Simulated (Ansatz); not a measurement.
Consider the following.

BP:
```
BP
1.0
    3.06565     0.00000     0.00000
   -1.53282     2.65493     0.00000
    0.00000     0.00000     5.07844
B P
2 2
Direct
  0.00000   0.00000   0.00000
  0.00000   0.00000   0.50000
  0.33333   0.66667   0.25000
  0.66667   0.33333   0.75000
```

This is the PBE-relaxed structure.

**Question.** All from DFT-PBE in the program Ansatz with PAW potentials, unless another level is named. Estimate the electronic character.

**Answer.** metallic (no gap).

**Question.** And the density of states at the Fermi level?

**Answer.** 0.26 states/eV per atom (mean over ±0.08 eV).

**Question.** What about the formation energy from the elements (no fitted shifts)?

**Answer.** 0.76 eV/atom.

Space group P6_3/mmc (NiAs type). A made-up cell: these elements were put on the sites of a structure type; neither database checked (COD, Materials Project) lists it. It is not the phase usual at ambient conditions (space group No. 216). The cell was relaxed with PBE under the symmetry of its start; its stability against distortions is not shown here. The references are the lowest solids computed at this level, not always the standard phases.

Potentials: the earlier of the program's two PAW sets.
